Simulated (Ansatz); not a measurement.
Guessed and relaxed cells of NaInTe

Recipe of this trial structure of NaInTe: random cell by space group and Wyckoff sites (Pmmm, No. 47). Lengths were set from tabulated atomic sizes, so they are only a guess.

start.cif

```cif
data_structure
_symmetry_space_group_name_H-M 'Pmmm'
_symmetry_Int_Tables_number 47
_cell_length_a 3.3992
_cell_length_b 4.8552
_cell_length_c 5.2362
_cell_angle_alpha 90.000
_cell_angle_beta 90.000
_cell_angle_gamma 90.000
_cell_volume 86.42
loop_
_atom_site_label
_atom_site_type_symbol
_atom_site_symmetry_multiplicity
_atom_site_Wyckoff_symbol
_atom_site_fract_x
_atom_site_fract_y
_atom_site_fract_z
_atom_site_occupancy
Na1 Na 1 c 0.00000 0.00000 0.50000 1
In1 In 1 e 0.00000 0.50000 0.00000 1
Te1 Te 1 g 0.00000 0.50000 0.50000 1
```

Method: DFT PBE, scalar-relativistic, plane waves, PAW (Ansatz 0.2.0). Cutoff 420 eV, Gaussian smearing, Γ-centred meshes. Cell and atoms relax first on a coarse mesh and then on a finer one. In between, the cell is made exact in the group found at 0.06 Å. In metals the finer mesh still leaves noise of several meV/atom or more. The steps can't lower the symmetry of their start. No spin polarisation.

end.cif

```cif
data_structure
_symmetry_space_group_name_H-M 'Pmmm'
_symmetry_Int_Tables_number 47
_cell_length_a 3.1975
_cell_length_b 5.8496
_cell_length_c 6.5510
_cell_angle_alpha 90.000
_cell_angle_beta 90.000
_cell_angle_gamma 90.000
_cell_volume 122.53
loop_
_atom_site_label
_atom_site_type_symbol
_atom_site_symmetry_multiplicity
_atom_site_Wyckoff_symbol
_atom_site_fract_x
_atom_site_fract_y
_atom_site_fract_z
_atom_site_occupancy
Na1 Na 1 c 0.00000 0.00000 0.50000 1
In1 In 1 e 0.00000 0.50000 0.00000 1
Te1 Te 1 g 0.00000 0.50000 0.50000 1
```

The symmetry stays Pmmm (No. 47). The volume per atom grows by 41.8 %, from 28.8 to 40.8 Å³. The shortest distance goes from 2.43 Å (Na–Te) to 2.92 Å (Na–Te). The energy falls by about 0.71 eV/atom (the start's value is from the coarse mesh).

For NaInTe, the volume per atom is 40.84 Å³. The density is 3.60 g/cm³. The formation energy is −0.10 eV/atom and the gap on the 14×8×8 mesh of the 3-atom cell is 0 eV (a metal).

The zero of energy is the elements' standard structures at the same level; no fitted shifts are applied.

The last run used Gaussian smearing of 0.10 eV. These runs have no spin–orbit coupling, which can matter for Te. The reference form of Te is held partly by dispersion forces, which this level lacks. A structure relaxed within its symmetry needn't be a true minimum. In all, the 3 runs took 4.2 min on 1 thread of AMD EPYC 7R13 Processor (Zen 3), on a shared host. Another cell of NaInTe relaxed alike, in P4/mmm, lies 137 meV/atom lower, so this cell isn't the stable form at this level.
